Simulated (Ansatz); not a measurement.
ScOF:
```yaml
crystal:
  lattice:
    - [3.59216, 0.00000, 0.00000]
    - [0.00000, 3.59216, 0.00000]
    - [0.00000, 0.00000, 5.11374]
  atoms:
    - { symbol: Sc, position: [0.50000, 0.00000, 0.70731] }
    - { symbol: Sc, position: [0.00000, 0.50000, 0.29269] }
    - { symbol: O, position: [0.00000, 0.00000, 0.50000] }
    - { symbol: O, position: [0.50000, 0.50000, 0.50000] }
    - { symbol: F, position: [0.50000, 0.50000, 0.00000] }
    - { symbol: F, position: [0.00000, 0.00000, 0.00000] }
```

Relaxed with r²SCAN.

Question: Map the electron localisation function on the plane through (0.500, 0.000, 0.707) spanned by u = [1, 0, 0] and v = [0, 0, 1] in lattice vectors, from plane-wave PAW r²SCAN (Ansatz code).

Answer: x is the fraction of u, y of v (the angle between them is 90°; rows are the nearest grid lines); atoms in the plane: Sc at (0.00, 0.00), O at (0.50, 0.79), F at (0.50, 0.29).
```
| .#@*..:---:..*@#. |
|.=%%+.-*%%%*-.+%%=.|
|#%%#::*@@@@@*::#%%#|
|@@%=.=@@@@@@@=.=%@@|
|..  =@@%+:+%@@=  ..|
|   .*@@%+-+%@@*.   |
|   :*%@@%#%@@%*:   |
|   :+%@@@@@@@%+:   |
|   .=*%@@@@@%*=.   |
|    :=+*###*+=:    |
|     ..:::::..     |
|                   |
|     :-+***+-:     |
|    :+#%@@@%#+:    |
|   .=#%@@@@@%#=.   |
|   .+%@@%#%@@%+.   |
|   .+%@@*+*@@%+.   |
|   .+%@@#+#@@%+.   |
|    -%@@%%%@@%-    |
|::  .+%@@@@@%+.  ::|
|%@%*. .-+++-. .*%@%|
|*#@@=   ...   =@@#*|
|.-%@*.       .*@%-.|
| .#@*..:---:..*@#. |
```
Scale: ten equal steps from 0.005 (start of ' ') to 0.835 (end of '@'), in the order ' .:-=+*#%@'; x runs from 0.000 to 1.00, y from 0.000 (bottom) to 1.00 (top).

The density is the valence pseudo-density with augmentation charge, so density and ELF within about 1 Å of a nucleus are not all-electron values.

Space group P4/nmm. The workflow started from a Materials Project entry (that database holds measured and hypothetical structures alike); the Crystallography Open Database copy checked does not list it. Its standing as an ambient phase is unchecked. The cell was relaxed with r²SCAN under the symmetry of its start; whether a distortion lowers the energy is not shown. The run is not spin-polarised.

Potentials: the later of the program's two PAW sets.
